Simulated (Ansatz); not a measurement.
The following input was run with Ansatz 0.2.0.

```yaml
crystal:
  lattice:
    - [4.1521, 0.0, 0.0]
    - [-2.07605, 3.5958240791, 0.0]
    - [0.0, 0.0, 5.6719]
  atoms:
    - { symbol: Te, position: [0.3333333333, 0.6666666667, 0.25] }
    - { symbol: Te, position: [0.6666666667, 0.3333333333, 0.75] }
    - { symbol: Pd, position: [0.0, 0.0, 0.0] }
    - { symbol: Pd, position: [0.0, 0.0, 0.5] }
basis:
  ecutwfc: 500
kpoints:
  mp_grid: { grid: [12, 12, 8] }
hamiltonian:
  xc: r2scan
scf:
  occupations: { method: gaussian, width: 0.1 }
output:
  forces: true
  stress: true
  eigenvalues: true
  write_density: true
  write_potential: true
  elf: true
  volumetric_format: npy
relax:
  adjacent_minimum: "off"
  f_tol: 0.005
  max_steps: 80
  cell: { stress_tol: 0.05 }
```

Launched with
```bash
ansatz run input.yaml --threads 1 --pin off --max-ram 2560MiB --backend cpu --events-out ev --progress --plain --runs-dir out
```

All numbers below come from DFT r2SCAN, scalar-relativistic, plane waves, PAW in Ansatz.

From the run's log, abridged (final results; tables in files aren't shown):

```
SCF 5 converged in 6 iterations: F = -27962.556786 eV  dr2 = 1.98e-12
SCF converged after 6 iterations
Free energy (F): -27962.556786 eV
Harris-Foulkes:  -27962.556786 eV  (|F-HF|=7.28e-12)
Internal energy: -27962.543803 eV  (E = F + TS)
E sigma→0 (E₀):  -27962.550295 eV
Entropy (-TS):   -0.012983 eV (-3.246 meV/atom)
Fermi energy:    14.308853 eV
--- Per-component energies (eV) ---
  E_band       = -911.248862
  E_kinetic    = 1393.399361
  E_local      = -6646.864008  (includes V_loc(G=0)·N_el)
  E_nonlocal   = -183.572589
  E_hartree    = 3324.077481
  E_xc         = -551.129803
  E_vxc        = -689.195000  (∫ρ·V_xc dr)
  E_paw        = -16919.191188  (= ΣΔE_a)
  E_vpaw       = -1481.269868  (= ΣTr[D̂ρ^β])
  E_aug_tail   = 0.000136  (compensation charges beyond the density's cutoff)
  E_vtau       = 48.098150  (kinetic-family band-sum trace: ∫τ·v_τ [+ j·A + Jᵃ·Aᵃ] dr)
  E_ewald      = -8378.928733
  E_core_change = -0.334462  (= ΣΔE_core)
  E_smearing   = -0.012983  (= −TS)
--- Forces (eV/Å), atoms counted from 1 ---
  atom   1  Te     0.00000000     0.00000000     0.00000000
  atom   2  Te     0.00000000     0.00000000     0.00000000
  atom   3  Pd     0.00000000     0.00000000     0.00000000
  atom   4  Pd     0.00000000     0.00000000     0.00000000
--- Stress (GPa, compression-positive) ---
        0.009186       0.000000       0.000000
        0.000000       0.009186       0.000000
        0.000000       0.000000       0.010850
  P = ⅓ Tr σ = 0.0097 GPa (0.097 kbar)
--- Band table (eV; the first three rows and the last of 95) ---
  k-point 0: bands = ["-72.6865", "-72.6755", "-37.6554", "-37.6266", "-37.6266", "-37.6123", "-37.6123", "-37.5077", "-24.1367", "-24.1367", "-24.1297", "-24.1296", "-24.1264", "-24.1264", "-24.1255", "-24.1255", "-24.1246", "-24.1246", "0.5092", "2.8707", "7.7084", "8.7922", "8.7922", "9.8521", "10.6187", "10.6187", "11.0523", "11.0523", "12.0539", "12.0539", "13.1348", "13.1348", "13.8942", "14.6824", "16.0625", "16.0625", "17.1297", "18.0822", "19.9276", "19.9276", "22.8580"]
  k-point 1: bands = ["-72.6861", "-72.6759", "-37.6498", "-37.6261", "-37.6261", "-37.6129", "-37.6129", "-37.5134", "-24.1364", "-24.1364", "-24.1297", "-24.1296", "-24.1270", "-24.1270", "-24.1252", "-24.1252", "-24.1246", "-24.1246", "0.5699", "2.7179", "7.9367", "8.8476", "8.8476", "9.9156", "10.6571", "10.6571", "10.8981", "10.8981", "11.9004", "11.9004", "13.4185", "13.4185", "13.6992", "14.3133", "16.0081", "16.0081", "17.3291", "18.3937", "19.9525", "19.9525", "22.4488"]
  k-point 2: bands = ["-72.6849", "-72.6771", "-37.6340", "-37.6245", "-37.6245", "-37.6144", "-37.6144", "-37.5295", "-24.1353", "-24.1353", "-24.1297", "-24.1296", "-24.1283", "-24.1283", "-24.1250", "-24.1250", "-24.1246", "-24.1246", "0.7494", "2.3399", "8.5278", "9.0118", "9.0118", "10.0749", "10.5172", "10.5172", "10.7685", "10.7685", "11.6528", "11.6528", "13.2383", "13.5248", "13.9789", "13.9789", "15.8387", "15.8387", "17.8346", "18.9929", "20.0426", "20.0426", "21.7289"]
  k-point 94: bands = ["-72.6810", "-72.6810", "-37.6209", "-37.6209", "-37.6205", "-37.6205", "-37.5817", "-37.5817", "-24.1340", "-24.1340", "-24.1317", "-24.1317", "-24.1255", "-24.1255", "-24.1243", "-24.1243", "-24.1239", "-24.1239", "2.2545", "2.2545", "8.5318", "8.5318", "9.2047", "9.2047", "9.8845", "9.8845", "11.2599", "11.2599", "11.2766", "11.2766", "11.9783", "11.9783", "12.2613", "12.2613", "16.3463", "16.3463", "20.0544", "20.0544", "20.1827", "20.1827", "22.8135"]
--- Relaxed structure (4 steps of the walk, 3 accepted, 1 SCFs on fresh bases) ---
  F+E_penalty+E_count = -27962.55678623 eV   max|allowed force component| = 1.337e-17 eV/Å   (the final SCF, on the basis selected at the relaxed cell)
  cell:  # Å, volume = 86.9339 Å³
    - [4.18228785, 0.0, 0.0]
    - [-2.09114392, 3.62196753, 0.0]
    - [0.0, 0.0, 5.73892702]
  atoms:
    - { symbol: Te, position: [0.33333333, 0.66666666, 0.25] }
    - { symbol: Te, position: [0.66666666, 0.33333333, 0.75000000] }
    - { symbol: Pd, position: [0.0, 0.0, 0.0] }
    - { symbol: Pd, position: [0.0, 0.0, 0.5] }
```

The relaxation met its thresholds.

Time: 3.5 min on 1 thread of Arm Neoverse V2 (shared host), peak memory 0.77 GiB.